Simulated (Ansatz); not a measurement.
# Ansatz 0.2.0, relaxation: Sr2ZnPd6W

The input file (Ansatz 0.2.0, plane waves):

```yaml
crystal:
  lattice:
    - [0.0, 4.435691, 4.435691]
    - [4.435691, 0.0, 4.435691]
    - [4.435691, 4.435691, 0.0]
  atoms:
    - { symbol: Zn, position: [0.5, 0.5, 0.5] }
    - { symbol: W, position: [0.0, 0.0, 0.0] }
    - { symbol: Pd, position: [0.725, 0.275, 0.275] }
    - { symbol: Pd, position: [0.275, 0.725, 0.275] }
    - { symbol: Pd, position: [0.275, 0.725, 0.725] }
    - { symbol: Pd, position: [0.725, 0.275, 0.725] }
    - { symbol: Pd, position: [0.275, 0.275, 0.725] }
    - { symbol: Pd, position: [0.725, 0.725, 0.275] }
    - { symbol: Sr, position: [0.25, 0.25, 0.25] }
    - { symbol: Sr, position: [0.75, 0.75, 0.75] }
  symmetry: { tolerance: 0.0003 }
kpoints:
  mp_grid: { grid: [7, 7, 7], shift: [0, 0, 0] }
magnetization:
  spin_polarized: false
scf:
  occupations: { method: fermi_dirac, width: 0.0392 }
  lower_state_search: "off"
hamiltonian:
  pseudopotentials: { kind: paw }
  xc: r2scan
basis:
  ecutwfc: 500
  fft_grid_basis: typed
relax:
  max_steps: 40
output:
  forces: true
  stress: true
  eigenvalues: true
  bader: true
  populations: true
  elf: true
  write_potential: true
  volumetric_format: npy
  dos:
    e_range: [-12, 8]
    de: 0.05
    projected: { site_lists: { Pd: [Pd], Sr: [Sr], W: [W], Zn: [Zn] } }
  write_density: true
checkpoint:
  read: saved_state
```

The command:

```bash
ansatz run input.yaml --threads 2 --pin off --max-ram 2560MiB --backend cpu --events-out ev --progress --plain --runs-dir out
```

Origin of the cell: a known structure type with other elements, at an estimated volume, so it need not be a known compound.

The saved state is a converged single point of the same cell.

Steps:

| step | ΔF (meV/atom) | max force component (eV/Å) | SCF iterations | step was |
| --- | --- | --- | --- | --- |
| 1 | 0.0 | 8.390 | 7 | accepted |
| 2 | -392.4 | 1.030 | 8 | accepted |
| 3 | -400.0 | 0.182 | 6 | accepted |
| 4 | -400.2 | 0.015 | 6 | accepted |
| 5 | -400.2 | 0.001 | 4 | accepted |

Step 1, with forces in eV/Å:

```xyz
10
Lattice="0.000 4.436 4.436 4.436 0.000 4.436 4.436 4.436 0.000" Properties=species:S:1:pos:R:3:forces:R:3 pbc="T T T" step=1
Zn    4.436    4.436    4.436    0.000    0.000    0.000
W     0.000    0.000    0.000    0.000    0.000    0.000
Pd    2.440    4.436    4.436   -8.390    0.000    0.000
Pd    4.436    2.440    4.436    0.000   -8.390    0.000
Pd    6.432    4.436    4.436    8.390    0.000    0.000
Pd    4.436    6.432    4.436    0.000    8.390    0.000
Pd    4.436    4.436    2.440    0.000    0.000   -8.390
Pd    4.436    4.436    6.432    0.000    0.000    8.390
Sr    2.218    2.218    2.218    0.000    0.000    0.000
Sr    6.654    6.654    6.654    0.000    0.000    0.000
```

Step 2, with forces in eV/Å:

```xyz
10
Lattice="0.000 4.436 4.436 4.436 0.000 4.436 4.436 4.436 0.000" Properties=species:S:1:pos:R:3:forces:R:3 pbc="T T T" step=2
Zn    4.436    4.436    4.436    0.000    0.000    0.000
W     0.000    0.000    0.000    0.000    0.000    0.000
Pd    2.245    4.436    4.436    1.030    0.000    0.000
Pd    4.436    2.245    4.436    0.000    1.030    0.000
Pd    6.627    4.436    4.436   -1.030    0.000    0.000
Pd    4.436    6.627    4.436    0.000   -1.030    0.000
Pd    4.436    4.436    2.245    0.000    0.000    1.030
Pd    4.436    4.436    6.627    0.000    0.000   -1.030
Sr    2.218    2.218    2.218    0.000    0.000    0.000
Sr    6.654    6.654    6.654    0.000    0.000    0.000
```

Step 3, with forces in eV/Å:

```xyz
10
Lattice="0.000 4.436 4.436 4.436 0.000 4.436 4.436 4.436 0.000" Properties=species:S:1:pos:R:3:forces:R:3 pbc="T T T" step=3
Zn    4.436    4.436    4.436    0.000    0.000    0.000
W     0.000    0.000    0.000    0.000    0.000    0.000
Pd    2.265    4.436    4.436    0.182    0.000    0.000
Pd    4.436    2.265    4.436    0.000    0.182    0.000
Pd    6.606    4.436    4.436   -0.182    0.000    0.000
Pd    4.436    6.606    4.436    0.000   -0.182    0.000
Pd    4.436    4.436    2.265    0.000    0.000    0.182
Pd    4.436    4.436    6.606    0.000    0.000   -0.182
Sr    2.218    2.218    2.218    0.000    0.000    0.000
Sr    6.654    6.654    6.654    0.000    0.000    0.000
```

Step 5, with forces in eV/Å:

```xyz
10
Lattice="0.000 4.436 4.436 4.436 0.000 4.436 4.436 4.436 0.000" Properties=species:S:1:pos:R:3:forces:R:3 pbc="T T T" step=5
Zn    4.436    4.436    4.436    0.000    0.000    0.000
W     0.000    0.000    0.000    0.000    0.000    0.000
Pd    2.270    4.436    4.436   -0.001    0.000    0.000
Pd    4.436    2.270    4.436    0.000   -0.001    0.000
Pd    6.602    4.436    4.436    0.001    0.000    0.000
Pd    4.436    6.602    4.436    0.000    0.001    0.000
Pd    4.436    4.436    2.270    0.000    0.000   -0.001
Pd    4.436    4.436    6.602    0.000    0.000    0.001
Sr    2.218    2.218    2.218    0.000    0.000    0.000
Sr    6.654    6.654    6.654    0.000    0.000    0.000
```

- Free energy lowered by: 400.2 meV/atom
- Final pressure: 35.91 GPa
- Relaxation steps listed: 5
- Gap on the mesh: none (metal)

Caveats: no moments, though an odd count or open d shells may carry them; no spin-orbit coupling, though heavy elements are present; the SCF threshold is looser than advised for a stress; the given cell is far from equilibrium, with atoms too close or a volume far off; the relaxation held the start's symmetry, so the end may be a saddle point.

Time: 2.8 min on 2 threads of Arm Neoverse V2, on a shared host, peak memory 1.3 GiB, from a saved density.
